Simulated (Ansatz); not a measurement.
## Ansatz 0.2.0, settings compared: SnSe$_{2}$

Run with:

```bash
ansatz run input.yaml --threads 1 --pin off --max-ram 2560MiB --backend cpu --events-out ev --progress --plain --runs-dir out
```

Input:

```yaml
crystal:
  lattice:
    - [3.8643883, 0.0, 0.0]
    - [-1.93219415, 3.34665558, 0.0]
    - [0.0, 0.0, 6.22195922]
  atoms:
    - { symbol: Sn, position: [0.0, 0.0, 0.0] }
    - { symbol: Se, position: [0.3333, 0.6667, 0.249] }
    - { symbol: Se, position: [0.6667, 0.3333, 0.751] }
  symmetry: { tolerance: 0.0003 }
kpoints:
  mp_grid: { grid: [5, 5, 3], shift: [0, 0, 0] }
magnetization:
  spin_polarized: false
scf:
  occupations: { method: gaussian, width: 0.1491 }
hamiltonian:
  pseudopotentials: { kind: paw }
  xc: r2scan
basis:
  ecutwfc: 500
output:
  forces: true
  stress: true
  eigenvalues: true
relax:
  max_steps: 40
  cell: {}
```

Origin of the cell: a database entry, scaled a little.

Output of this run (shortened):

```
Warning: the atoms were moved onto the symmetric positions of the space group found under crystal.symmetry.tolerance 3.0e-4 (fractional; no operation is sought that the atoms, as they stand i […]
Pseudopotentials: kind: paw
Pseudopotential: Sn, paw, valence charge 14, recommended cutoff 500 eV (meta_gga), Sn.paw.azcp
Pseudopotential: Se, paw, valence charge 16, recommended cutoff 500 eV (meta_gga), Se.paw.azcp
Functional definition: r2SCAN
  exchange = r2scan_x(k0 = k0, k1 = k1, a1 = a1)
  correlation = r2scan_c
Crystal: 3 atoms, lattice volume = 80.467 Å³
Basis set: ecut = 500 eV, 2009 PW (Γ), exchange–correlation on 120×120×192 points (64 copies of the dense FFT grid, shifted against one another)
Bands: 28, of which v1, the nominal top of the filled ones, is band 23 counted from 1 (22 counted from 0)
Symmetry: 12 space group operations
[… 8 lines left out …]
Initial density: superposition of atomic densities (neutral atoms: chi_scale 0, normalization atom), corrected by the library's trained network
Functional: x = r2scan, c = r2scan; τ floored in thin density (d = 2e-4 eV/Å³)
SCF iter   1: F=—  HF=-16996.120998 eV  Δρ=6.77e-3  dr2=6.25e-2  dr2_τ=7.17e-3
SCF iter   2: F=—  HF=-16996.132898 eV  Δρ=3.08e-3  dr2=5.64e-3  dr2_τ=2.52e-4  defer=11
SCF iter   3: F=—  HF=-16996.133328 eV  Δρ=1.22e-3  dr2=8.41e-4  dr2_τ=1.59e-5  defer=11
SCF iter   4: F=—  HF=-16996.133423 eV  Δρ=2.52e-4  dr2=3.02e-5  dr2_τ=1.19e-6  defer=11
SCF iter   5: F=—  HF=-16996.133437 eV  Δρ=7.66e-5  dr2=3.11e-6  dr2_τ=7.23e-8  defer=11
SCF iter   6: F=-16996.133439 eV  HF=-16996.133439 eV  Δρ=8.30e-6  dr2=6.67e-8  dr2_τ=8.13e-10
relax step   1: F+E_penalty+E_count = -16996.133439 eV  Δ(F+E_penalty+E_count) = +0.000e0 eV  max|allowed force component| = 9.120e-2 eV/Å  Δτ_max = 0.0000 Å  P = +0.533 GPa  Ω = 80.467 Å³  ( […]
relax step   2: F+E_penalty+E_count = -16996.133760 eV  Δ(F+E_penalty+E_count) = -3.209e-4 eV  max|allowed force component| = 2.823e-1 eV/Å  Δτ_max = 0.0102 Å  P = -0.446 GPa  Ω = 81.334 Å³ […]
relax step   3: F+E_penalty+E_count = -16996.143703 eV  Δ(F+E_penalty+E_count) = -9.943e-3 eV  max|allowed force component| = 3.972e-2 eV/Å  Δτ_max = 0.0404 Å  P = -0.175 GPa  Ω = 82.781 Å³ […]
relax step   4: F+E_penalty+E_count = -16996.144805 eV  Δ(F+E_penalty+E_count) = -1.102e-3 eV  max|allowed force component| = 2.004e-3 eV/Å  Δτ_max = 0.0153 Å  P = -0.018 GPa  Ω = 83.324 Å³ […]
relax step   5: F+E_penalty+E_count = -16996.145043 eV  Δ(F+E_penalty+E_count) = -2.375e-4 eV  max|allowed force component| = 4.361e-3 eV/Å  Δτ_max = 0.0082 Å  P = +0.025 GPa  Ω = 83.690 Å³ […]
relax step   6: F+E_penalty+E_count = -16996.145258 eV  Δ(F+E_penalty+E_count) = -2.158e-4 eV  max|allowed force component| = 4.190e-3 eV/Å  Δτ_max = 0.0000 Å  P = +0.028 GPa  Ω = 83.690 Å³  stress off target by 5.25e-2 GPa […]
relax step   7: F+E_penalty+E_count = -16996.145268 eV  Δ(F+E_penalty+E_count) = -9.833e-6 eV  max|allowed force component| = 5.114e-4 eV/Å  Δτ_max = 0.0021 Å  P = -0.007 GPa  Ω = 83.847 Å³ […]
relax step   8: F+E_penalty+E_count = -16996.145276 eV  Δ(F+E_penalty+E_count) = -7.872e-6 eV  max|allowed force component| = 5.331e-4 eV/Å  Δτ_max = 0.0000 Å  P = -0.007 GPa  Ω = 83.847 Å³  stress off target by 1.02e-2 GPa […]
SCF 8 converged in 4 iterations: F = -16996.145276 eV  dr2 = 1.63e-11
basis re-selected at this cell: Δ(F+E_penalty+E_count) = -7.872e-6 eV, ΔP = +0.000 GPa vs the last step (what re-selecting the basis moved, of the pressure what is left beyond the Pulay corre […]
SCF converged after 4 iterations
Free energy (F): -16996.145276 eV
Harris-Foulkes:  -16996.145276 eV  (|F-HF|=4.73e-11)
Internal energy: -16996.145276 eV  (E = F + TS)
E sigma→0 (E₀):  -16996.145276 eV
Fermi energy:    7.152090 eV
--- Per-component energies (eV) ---
  E_band       = -944.350018
  E_kinetic    = 424.114021
  E_local      = -6508.503385  (includes V_loc(G=0)·N_el)
  E_nonlocal   = -1222.017628
  E_hartree    = 3308.795134
  E_xc         = -569.268472
  E_vxc        = -313.383935  (∫ρ·V_xc dr)
  E_paw        = -8015.017817  (= ΣΔE_a)
  E_vpaw       = 41.087435  (= ΣTr[D̂ρ^β])
  E_aug_tail   = -0.000422  (compensation charges beyond the density's cutoff)
  E_vtau       = 16.763564  (kinetic-family band-sum trace: ∫τ·v_τ [+ j·A + Jᵃ·Aᵃ] dr)
  E_ewald      = -4411.452486
  E_core_change = -2.794221  (= ΣΔE_core)
  E_smearing   = -0.000000  (= −TS)
  Σ components = -16996.145276   (vs F -16996.145276, Δ=0.00e0)
--- Forces (eV/Å), atoms counted from 1 ---
  atom   1  Sn    -0.000000     0.000000     0.000000
  atom   2  Se    -0.000000     0.000000    -0.000533
  atom   3  Se     0.000000    -0.000000     0.000533
  max |Σ_I F_I| component: 4.63e-18 eV/Å
--- Stress (GPa, compression-positive) ---
       -0.010187       0.000000       0.000000
        0.000000      -0.010187       0.000000
       -0.000000       0.000000      -0.000015
  P = ⅓ Tr σ = -0.0068 GPa (-0.068 kbar)
--- Relaxed structure (6 steps of the walk, 6 accepted, 2 SCFs on fresh bases) ---
  F+E_penalty+E_count = -16996.145276 eV   max|allowed force component| = 5.331e-4 eV/Å   (the final SCF, on the basis selected at the relaxed cell)
  cell:  # Å, volume = 83.8466 Å³
    - [3.848088, 0.0, 2.309e-17]
    - [-1.924044, 3.332542, -1.154e-17]
    - [3.718e-17, 0.0, 6.538299]
  atoms:
    - { symbol: Sn, position: [0.0, 0.0, 1.858e-19] }
    - { symbol: Se, position: [0.333333, 0.666667, 0.240027] }
    - { symbol: Se, position: [0.666667, 0.333333, 0.759973] }
```

The same input was run again with these changes:

1. `scf.lower_state_search` default → "off"; `scf.occupations.width` 0.1491 → default; `scf.occupations.method` gaussian → tetrahedron
2. `scf.lower_state_search` default → standard; `kpoints.mp_grid.grid` [5, 5, 3] → [6, 6, 4]
3. `hamiltonian.xc` r2scan → pbesol
4. `scf.convergence.dr2_threshold` default → 1.0e-11; `scf.eigensolver.kind` default → davidson; `basis.precision` default → f64

| run | end | SCF iterations | volume (Å³/atom) | max force component (eV/Å) | moment (μB) | ΔE(σ→0) (meV/atom) |
| --- | --- | --- | --- | --- | --- | --- |
| base | converged | 45 | 27.95 | 0.001 | – | 0 |
| 1 | converged | 62 | 27.95 | 0.001 | – | 0.00 |
| 2 | converged | 51 | 27.80 | 0.002 | – | -6.49 |
| 3 | converged | 31 | 26.27 | 0.003 | – | – |
| 4 | converged | 70 | 27.95 | 0.001 | – | 0.00 |

Energies are compared only where functional, datasets, charge and starting cell are the same.

Caveats of the base run: the relaxation held the start's symmetry, so the end may be a saddle point.

Run 1: forces and stress under tetrahedra may miss the slope of the energy.
Run 2: the end state was compared with a single point and may differ.

Time of the base run: 14 s of wall time on 1 CPU thread(s) of a shared host, from the program's own first density.
